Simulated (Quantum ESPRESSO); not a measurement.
Al7GaAs8, finding a planted mistake in a log

Computed values, not a measurement. The program is pw.x of Quantum ESPRESSO 7.5 (plane-wave density functional theory). The cell is made up: 16 atoms on a doubled zincblende/diamond lattice, with randomly drawn elements, strain and displacements, not relaxed. PseudoDojo standard norm-conserving files (v0.5 for PBE, v0.4.1 for LDA and PBEsol) set the functional; there is no spin polarisation, spin-orbit coupling or dispersion term, and the masses in the input are unused placeholders.

Intended input:

```
&control calculation='scf', pseudo_dir='./dojo.nc.sr.pbe.v0_5.standard.upf', outdir='./o', disk_io='low', tprnfor=.true., tstress=.true. /
&system ibrav=0, nat=16, ntyp=3, nbnd=83, ecutwfc=84.00895049, nosym=.true., tot_charge=0,
 occupations='smearing', smearing='fd', degauss=0.0018374661
/
&electrons conv_thr=7.350e-09, electron_maxstep=60, /
ATOMIC_SPECIES
Al 1.0 Al.upf
As 1.0 As.upf
Ga 1.0 Ga.upf
CELL_PARAMETERS angstrom
5.6203 -0.0141 0.0715
-0.0141 5.6808 0.0499
0.1431 0.0999 11.2193
ATOMIC_POSITIONS angstrom
Al 0.0926 0.086 -0.1343
Al 0.1435 2.9083 2.7628
Al 2.8836 0.1065 2.8697
Al 2.9542 2.787 -0.0185
Ga 0.1394 0.0516 5.6538
Al 0.1733 2.9585 8.3174
Al 2.9972 0.0413 8.4571
Al 2.7831 2.9235 5.6537
As 1.32 1.2704 1.3275
As 1.4991 4.3185 4.3431
As 4.2654 1.4322 4.1556
As 4.2186 4.3216 1.5459
As 1.5632 1.435 7.0157
As 1.3263 4.4405 9.7546
As 4.3705 1.5312 9.9745
As 4.3926 4.0985 7.1157
K_POINTS automatic
4 4 2 1 1 1
```

The log is shortened where brackets say so; the opening notice, blank lines, dates and the lines on written files are dropped, and the path of the files is cut. It prints rydbergs, bohrs and kilobars, and counts compression as positive stress. Where no state is partly filled, the Fermi energy that it prints is only some level between the filled and the empty states on the mesh, and need not lie in the true gap.

Log of the intended run:

```
     Program PWSCF v.7.5
     Parallel version (MPI & OpenMP), running on       4 processor cores
     Number of MPI processes:                 4
     Threads/MPI process:                     1
     [start-up lines left out]
     bravais-lattice index     =            0
     lattice parameter (alat)  =      10.6217  a.u.
     unit-cell volume          =    2416.7068 (a.u.)^3
     number of atoms/cell      =           16
     number of atomic types    =            3
     number of electrons       =       154.00
     number of Kohn-Sham states=           83
     kinetic-energy cutoff     =      84.0090  Ry
     charge density cutoff     =     336.0358  Ry
     scf convergence threshold =      7.3E-09
     mixing beta               =       0.7000
     number of iterations used =            8  plain     mixing
     Exchange-correlation= PBE
                           (   1   4   3   4   0   0   0)
     [axes and pseudopotential details left out]
   Cartesian axes
     site n.     atom                  positions (alat units)
         1        Al     tau(   1) = (   0.0164746   0.0153004  -0.0238935  )
         2        Al     tau(   2) = (   0.0255303   0.5174200   0.4915339  )
         3        Al     tau(   3) = (   0.5130256   0.0189476   0.5105526  )
         4        Al     tau(   4) = (   0.5255861   0.4958393  -0.0032914  )
         5        Ga     tau(   5) = (   0.0248009   0.0091802   1.0058760  )
         6        Al     tau(   6) = (   0.0308321   0.5263511   1.4797610  )
         7        Al     tau(   7) = (   0.5332363   0.0073477   1.5046153  )
         8        Al     tau(   8) = (   0.4951455   0.5201242   1.0058582  )
         9        As     tau(   9) = (   0.2348432   0.2260188   0.2361775  )
        10        As     tau(  10) = (   0.2667071   0.7683108   0.7726874  )
        11        As     tau(  11) = (   0.7588637   0.2548048   0.7393290  )
        12        As     tau(  12) = (   0.7505374   0.7688623   0.2750334  )
        13        As     tau(  13) = (   0.2781112   0.2553030   1.2481736  )
        14        As     tau(  14) = (   0.2359640   0.7900160   1.7354554  )
        15        As     tau(  15) = (   0.7775622   0.2724181   1.7745781  )
        16        As     tau(  16) = (   0.7814940   0.7291702   1.2659648  )
     number of k points=    16  Fermi-Dirac smearing, width (Ry)=  0.0018
                       cart. coord. in units 2pi/alat
        k(    1) = (   0.1237595   0.1229096   0.1225749), wk =   0.1250000
        k(    2) = (   0.1269525   0.1251184  -0.1279812), wk =   0.1250000
     [further k points left out]
     Dense  grid:   251281 G-vectors     FFT dimensions: (  64,  64, 125)
     Estimated max dynamical RAM per process >     657.29 MB
     Estimated total dynamical RAM >       2.39 GB
     Initial potential from superposition of free atoms
     starting charge     153.9783, renormalised to     154.0000
     Starting wfcs are  109 randomized atomic wfcs
     total cpu time spent up to now is       12.7 secs
     per-process dynamical memory:   450.7 Mb
     Self-consistent Calculation
     iteration #  1     ecut=    84.01 Ry     beta= 0.70
     Davidson diagonalization with overlap
     ethr =  1.00E-02,  avg # of iterations =  3.9
     Threshold (ethr) on eigenvalues was too large:
     Diagonalizing with lowered threshold
     Davidson diagonalization with overlap
     ethr =  3.36E-04,  avg # of iterations =  2.6
     total cpu time spent up to now is       65.8 secs
     total energy              =   -1882.74358155 Ry
     estimated scf accuracy    <       0.54573769 Ry
     iteration #  2     ecut=    84.01 Ry     beta= 0.70
     Davidson diagonalization with overlap
     ethr =  3.54E-04,  avg # of iterations =  6.8
     total cpu time spent up to now is       92.8 secs
     total energy              =   -1882.79829731 Ry
     estimated scf accuracy    <       0.14778643 Ry
     [iterations 3 to 10 left out]
     iteration # 11     ecut=    84.01 Ry     beta= 0.70
     Davidson diagonalization with overlap
     ethr =  8.51E-11,  avg # of iterations =  3.8
     total cpu time spent up to now is      322.5 secs
     total energy              =   -1882.85180977 Ry
     estimated scf accuracy    <       0.00000003 Ry
     iteration # 12     ecut=    84.01 Ry     beta= 0.70
     Davidson diagonalization with overlap
     ethr =  1.77E-11,  avg # of iterations =  3.1
     total cpu time spent up to now is      345.0 secs
     End of self-consistent calculation
     [lines on levels left out]
     the Fermi energy is     7.8659 ev
!    total energy              =   -1882.85180977 Ry
     estimated scf accuracy    <          1.7E-09 Ry
     smearing contrib. (-TS)   =      -0.00000000 Ry
     internal energy E=F+TS    =   -1882.85180977 Ry
     The total energy is F=E-TS. E is the sum of the following terms:
     one-electron contribution =   -1182.60735584 Ry
     hartree contribution      =     661.93960923 Ry
     xc contribution           =    -437.52661840 Ry
     ewald contribution        =    -924.65744476 Ry
     convergence has been achieved in  12 iterations
     Forces acting on atoms (cartesian axes, Ry/au):
     atom    1 type  1   force =    -0.07188830   -0.04132976    0.03328267
     atom    2 type  1   force =    -0.01400624   -0.00290453    0.00180745
     atom    3 type  1   force =    -0.03257385   -0.03127521   -0.02985638
     atom    4 type  1   force =    -0.08722491    0.06650002    0.06436629
     atom    5 type  3   force =    -0.04163150    0.00068646   -0.01303975
     atom    6 type  1   force =     0.02614031   -0.07094516    0.05919747
     atom    7 type  1   force =     0.01279480   -0.00673787   -0.00022904
     atom    8 type  1   force =     0.06454449   -0.02981836   -0.00658530
     atom    9 type  2   force =     0.07861717    0.07509917    0.04914345
     atom   10 type  2   force =    -0.01710063    0.01216894   -0.05216008
     atom   11 type  2   force =     0.02914036    0.04072468    0.05936409
     atom   12 type  2   force =     0.01458263   -0.01228514   -0.03696684
     atom   13 type  2   force =    -0.00114224   -0.00404432    0.02253072
     atom   14 type  2   force =     0.08889570   -0.05140870   -0.00055804
     atom   15 type  2   force =     0.02839336   -0.02804718   -0.10114196
     atom   16 type  2   force =    -0.07754115    0.08361696   -0.04915473
     Total force =     0.327415     Total SCF correction =     0.000290
     Computing stress (Cartesian axis) and pressure
          total   stress  (Ry/bohr**3)                   (kbar)     P=       50.43
   0.00034559  -0.00008223   0.00001308           50.84      -12.10        1.92
  -0.00008223   0.00031517   0.00004807          -12.10       46.36        7.07
   0.00001308   0.00004807   0.00036766            1.92        7.07       54.08
     init_run     :     11.75s CPU     12.28s WALL (       1 calls)
     electrons    :    326.99s CPU    332.44s WALL (       1 calls)
     forces       :      4.70s CPU      4.78s WALL (       1 calls)
     stress       :     14.25s CPU     14.55s WALL (       1 calls)
     [timing details left out]
     PWSCF        :   5m58.17s CPU   6m 4.72s WALL
     JOB DONE.
```

A second run was made from an input with one planted mistake. Its log:

```
     Program PWSCF v.7.5
     Parallel version (MPI & OpenMP), running on       4 processor cores
     Number of MPI processes:                 4
     Threads/MPI process:                     1
     [start-up lines left out]
     bravais-lattice index     =            0
     lattice parameter (alat)  =      10.4805  a.u.
     unit-cell volume          =    2321.5630 (a.u.)^3
     number of atoms/cell      =           16
     number of atomic types    =            3
     number of electrons       =       154.00
     number of Kohn-Sham states=           83
     kinetic-energy cutoff     =      84.0090  Ry
     charge density cutoff     =     336.0358  Ry
     scf convergence threshold =      7.3E-09
     mixing beta               =       0.7000
     number of iterations used =            8  plain     mixing
     Exchange-correlation= PBE
                           (   1   4   3   4   0   0   0)
     [axes and pseudopotential details left out]
   Cartesian axes
     site n.     atom                  positions (alat units)
         1        Al     tau(   1) = (   0.0164802   0.0153081  -0.0238908  )
         2        Al     tau(   2) = (   0.0255316   0.5174118   0.4915376  )
         3        Al     tau(   3) = (   0.5130123   0.0189504   0.5105421  )
         4        Al     tau(   4) = (   0.5255798   0.4958290  -0.0032996  )
         5        Ga     tau(   5) = (   0.0247924   0.0091777   1.0058662  )
         6        Al     tau(   6) = (   0.0308327   0.5263551   1.4797517  )
         7        Al     tau(   7) = (   0.5332249   0.0073566   1.5045982  )
         8        Al     tau(   8) = (   0.4951438   0.5201165   1.0058482  )
         9        As     tau(   9) = (   0.2348331   0.2260161   0.2361674  )
        10        As     tau(  10) = (   0.2667116   0.7683104   0.7726739  )
        11        As     tau(  11) = (   0.7588623   0.2548113   0.7393169  )
        12        As     tau(  12) = (   0.7505321   0.7688514   0.2750238  )
        13        As     tau(  13) = (   0.2781071   0.2552981   1.2481641  )
        14        As     tau(  14) = (   0.2359691   0.7900015   1.7354465  )
        15        As     tau(  15) = (   0.7775602   0.2724093   1.7745553  )
        16        As     tau(  16) = (   0.7814909   0.7291656   1.2659605  )
     number of k points=    16  Fermi-Dirac smearing, width (Ry)=  0.0018
                       cart. coord. in units 2pi/alat
        k(    1) = (   0.1237603   0.1229123   0.1225754), wk =   0.1250000
        k(    2) = (   0.1269511   0.1251195  -0.1279825), wk =   0.1250000
     [further k points left out]
     Dense  grid:   241471 G-vectors     FFT dimensions: (  64,  64, 125)
     Estimated max dynamical RAM per process >     633.08 MB
     Estimated total dynamical RAM >       2.30 GB
     Initial potential from superposition of free atoms
     starting charge     153.9783, renormalised to     154.0000
     Starting wfcs are  109 randomized atomic wfcs
     total cpu time spent up to now is       11.6 secs
     per-process dynamical memory:   435.4 Mb
     Self-consistent Calculation
     iteration #  1     ecut=    84.01 Ry     beta= 0.70
     Davidson diagonalization with overlap
     ethr =  1.00E-02,  avg # of iterations =  3.5
     Threshold (ethr) on eigenvalues was too large:
     Diagonalizing with lowered threshold
     Davidson diagonalization with overlap
     ethr =  3.42E-04,  avg # of iterations =  5.7
     total cpu time spent up to now is       64.4 secs
     total energy              =   -1882.70055257 Ry
     estimated scf accuracy    <       0.55784674 Ry
     iteration #  2     ecut=    84.01 Ry     beta= 0.70
     Davidson diagonalization with overlap
     ethr =  3.62E-04,  avg # of iterations =  4.1
     total cpu time spent up to now is       87.7 secs
     total energy              =   -1882.75738628 Ry
     estimated scf accuracy    <       0.13775070 Ry
     [iterations 3 to 10 left out]
     iteration # 11     ecut=    84.01 Ry     beta= 0.70
     Davidson diagonalization with overlap
     ethr =  6.32E-11,  avg # of iterations =  4.0
     total cpu time spent up to now is      332.7 secs
     total energy              =   -1882.80758055 Ry
     estimated scf accuracy    <       0.00000004 Ry
     iteration # 12     ecut=    84.01 Ry     beta= 0.70
     Davidson diagonalization with overlap
     ethr =  2.69E-11,  avg # of iterations =  2.8
     total cpu time spent up to now is      357.0 secs
     End of self-consistent calculation
     [lines on levels left out]
     the Fermi energy is     8.1358 ev
!    total energy              =   -1882.80758056 Ry
     estimated scf accuracy    <          1.2E-09 Ry
     smearing contrib. (-TS)   =      -0.00000000 Ry
     internal energy E=F+TS    =   -1882.80758056 Ry
     The total energy is F=E-TS. E is the sum of the following terms:
     one-electron contribution =   -1162.10203067 Ry
     hartree contribution      =     654.27327038 Ry
     xc contribution           =    -437.85649572 Ry
     ewald contribution        =    -937.12232454 Ry
     convergence has been achieved in  12 iterations
     Forces acting on atoms (cartesian axes, Ry/au):
     atom    1 type  1   force =    -0.07771710   -0.04516778    0.03528798
     atom    2 type  1   force =    -0.01176828   -0.00157733    0.00219945
     atom    3 type  1   force =    -0.03679860   -0.03247148   -0.03265317
     atom    4 type  1   force =    -0.09634851    0.07538419    0.06923183
     atom    5 type  3   force =    -0.04667149    0.00291920   -0.01365504
     atom    6 type  1   force =     0.03069974   -0.07923453    0.06457247
     atom    7 type  1   force =     0.01690420   -0.00662242   -0.00101019
     atom    8 type  1   force =     0.07097410   -0.03145215   -0.00713167
     atom    9 type  2   force =     0.08430045    0.08024451    0.05385978
     atom   10 type  2   force =    -0.01987634    0.01335656   -0.05741135
     atom   11 type  2   force =     0.03278779    0.04412480    0.06538820
     atom   12 type  2   force =     0.01462352   -0.01305962   -0.03957458
     atom   13 type  2   force =    -0.00104455   -0.00696441    0.02535664
     atom   14 type  2   force =     0.09516444   -0.05780451    0.00045448
     atom   15 type  2   force =     0.03031546   -0.03111153   -0.11035670
     atom   16 type  2   force =    -0.08554482    0.08943651   -0.05455814
     Total force =     0.357617     Total SCF correction =     0.000259
     Computing stress (Cartesian axis) and pressure
          total   stress  (Ry/bohr**3)                   (kbar)     P=       87.42
   0.00059526  -0.00009659   0.00002474           87.57      -14.21        3.64
  -0.00009659   0.00056827   0.00006803          -14.21       83.60       10.01
   0.00002474   0.00006803   0.00061929            3.64       10.01       91.10
     init_run     :      9.83s CPU     10.25s WALL (       1 calls)
     electrons    :    337.09s CPU    345.49s WALL (       1 calls)
     forces       :      4.94s CPU      5.03s WALL (       1 calls)
     stress       :     15.25s CPU     15.57s WALL (       1 calls)
     [timing details left out]
     PWSCF        :   6m 8.52s CPU   6m17.94s WALL
     JOB DONE.
```

Question: what was wrong in the second input?

Answer: the cell and the positions are scaled by a wrong factor. The input lines that differ, file-writing options aside:

```
- 5.6203 -0.0141 0.0715
+ 5.5456 -0.0139 0.0705
- -0.0141 5.6808 0.0499
+ -0.0139 5.6052 0.0492
- 0.1431 0.0999 11.2193
+ 0.1412 0.0986 11.0701
- Al 0.0926 0.086 -0.1343
+ Al 0.0914 0.0849 -0.1325
- Al 0.1435 2.9083 2.7628
+ Al 0.1416 2.8696 2.7261
- Al 2.8836 0.1065 2.8697
+ Al 2.8452 0.1051 2.8315
- Al 2.9542 2.787 -0.0185
+ Al 2.9149 2.7499 -0.0183
- Ga 0.1394 0.0516 5.6538
+ Ga 0.1375 0.0509 5.5786
- Al 0.1733 2.9585 8.3174
+ Al 0.171 2.9192 8.2068
- Al 2.9972 0.0413 8.4571
+ Al 2.9573 0.0408 8.3446
- Al 2.7831 2.9235 5.6537
+ Al 2.7461 2.8846 5.5785
- As 1.32 1.2704 1.3275
+ As 1.3024 1.2535 1.3098
- As 1.4991 4.3185 4.3431
+ As 1.4792 4.2611 4.2853
- As 4.2654 1.4322 4.1556
+ As 4.2087 1.4132 4.1003
- As 4.2186 4.3216 1.5459
+ As 4.1625 4.2641 1.5253
- As 1.5632 1.435 7.0157
+ As 1.5424 1.4159 6.9224
- As 1.3263 4.4405 9.7546
+ As 1.3087 4.3814 9.6249
- As 4.3705 1.5312 9.9745
+ As 4.3124 1.5108 9.8418
- As 4.3926 4.0985 7.1157
+ As 4.3342 4.044 7.0211
```

|  | intended run | run with the mistake |
| --- | --- | --- |
| free energy (eV) | -25617.504 | -25616.902 |
| smearing term -TS (eV) | 0.0000 | 0.0000 |
| pressure (GPa) | 5.04 | 8.74 |
| largest force component (eV/Å) | 2.600 | 2.837 |
| largest change of a force component (eV/Å) |  | 0.237 |
| iterations | 12 | 12 |

For scale, a rerun of the intended cell at a cutoff of 1437 eV and k mesh 6 x 6 x 4 moved values by no more than 0.018 eV in energy, 0.02 GPa in stress and 0.003 eV/Å in force.